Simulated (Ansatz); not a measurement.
ScIr$_{3}$C (anti-perovskite, Pm-3m) at seven volumes, the program Ansatz at the PBE level (PAW), scaled uniformly. One row is withheld.

| V (Å³/atom) | P (GPa) |
|---|---|
| 12.826 | 29.48 |
| 13.248 | 17.96 |
| 13.671 | 8.22 |
| 14.094 | 0.00 |
| 14.517 | ? |
| 14.940 | -12.79 |
| 15.363 | -17.71 |

Fit the shown pressures and predict the withheld one.

Third-order Birch–Murnaghan: P = (3/2)B₀(x^(7/2) − x^(5/2))[1 + (3/4)(B′ − 4)(x − 1)] with x = (V₀/V)^(2/3). Least squares on the six rows gives V₀ = 14.094 Å³/atom, B₀ = 251.0 GPa, B′ = 4.65. At V = 14.517, x = 0.9805 and P = -6.93 GPa. The run itself gave -6.94 GPa.

The start of the workflow was typed in or built on a structure type; neither database checked (COD, Materials Project) lists it. Its standing as an ambient phase is unchecked. Symmetry was held in the PBE relaxation; its stability against distortions is not shown here. No spin polarisation was allowed. Scalar-relativistic: spin–orbit coupling is off unless named, which matters more the heavier the elements.

Potentials: the earlier of the program's two PAW sets.
